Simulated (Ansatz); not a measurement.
## Au: from a starting cell to a relaxed one

The start is a generated cell, Au placed in the AFLOW prototype A_hR1_166_a (A_i). The cell and all atomic positions are relaxed at zero pressure with r2SCAN (plane waves to 500 eV, PAW, scalar-relativistic; Ansatz, a program for electronic structure). First-step values are on the input's coarse k-mesh.

Ansatz input (later rounds restart from its end on a renewed k-mesh):
Ansatz 0.2 input:
```yaml
crystal:
  lattice:
    - [1.9655964, 1.1348376, 1.2686483]
    - [-1.9655964, 1.1348376, 1.2686483]
    - [0, -2.2696752, 1.2686483]
  atoms:
    - { symbol: Au, position: [0, 0, 0] }
basis: { ecutwfc: 500, ecutrho_ratio: 4, xc_grid: 4, fft_grid_basis: typed }
kpoints: { mp_grid: { grid: [13, 13, 13] } }
hamiltonian:
  xc: r2scan
  dispersion: none
  pseudopotentials: { azcp: { folder: ./paw }, kind: paw }
scf: { occupations: { method: fermi_dirac, width: 0.05 } }
relax: { f_tol: 0.01, max_steps: 100, cell: { stress_tol: 0.02 } }
output: { forces: true, stress: true }
```

Question: What pressure does the first self-consistent step give?

Answer: +27.4 GPa (positive: the cell is compressed).

Question: Does the structure survive the relaxation? Give the final space group.

Answer: The space group goes from R-3m (No. 166) to Im-3m (No. 229); the end is bcc (W type), with 1 atom in the primitive cell.

Question: How does the volume per atom move from start to end?

Answer: +3.5 %, from 16.98 to 17.58 Å³/atom.

Question: How do the shortest distances between atoms change?

Answer: The closest pairs of elements (up to four, under 3.6 Å), start → end: Au–Au 2.60 → 2.84 Å.

Question: Write out the relaxed structure.

Answer: 
Space group Im-3m (No. 229); a = 3.2759 Å, b = 3.2759 Å, c = 3.2759 Å, α = 90.00°, β = 90.00°, γ = 90.00°

```json
[
 {"atom": "Au", "site": "2a", "symmetry": "m-3m", "x": "0.0000", "y": "0.0000", "z": "0.0000"}
]
```
(The calculation used a cell of 1 atom; values per cell refer to that cell.)

Final values are on a 20×20×20 k-mesh of the relaxed cell. No spin polarisation in the result.

The run could not lose the symmetry of its start: the end is stationary, and may be a saddle point rather than a minimum.

The relaxed structure here is a generated cell of Au: the first start was made by placing the elements on the sites of a structure type, and the end was not matched to a known phase here, so it may be hypothetical. Known forms of Au include space group No. 225.
